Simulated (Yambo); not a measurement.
```
GeO2
1.0
    4.42301     0.00000     0.00000
    0.00000     4.42301     0.00000
    0.00000     0.00000     2.88353
O Ge
4 2
Direct
  0.69366   0.69366   0.00000
  0.30634   0.30634   0.00000
  0.80634   0.19366   0.50000
  0.19366   0.80634   0.50000
  0.50000   0.50000   0.50000
  0.00000   0.00000   0.00000
```

Workflow: norm-conserving PBE (stringent potentials; Quantum ESPRESSO, 124 Ry, without SOC), then G0W0 in Yambo (4×4×4 Γ-centred k mesh, bands 9 to 205 and a 12 Ry block in the screening, 205 bands in G with the Bruneval-Gonze terminator, plasmon pole fitted at 27.2 eV).

Task: Give the PBE and G0W0 gaps between the band edges found on this mesh, and say where the edges lie.

Result: Edges: Γ → Γ. PBE: 1.68 eV; G0W0: 3.37 eV. Nearest settings tried, and what they do to the gap: 119 bands in G: +12 meV; 119 bands in W, 119 bands in G: +64 meV; 7 Ry block (137 vectors against 275): -136 meV. Not varied: mesh. So the settings aren't converged at that level. Spin-orbit splittings are left out.

Geometry relaxed with PBEsol.
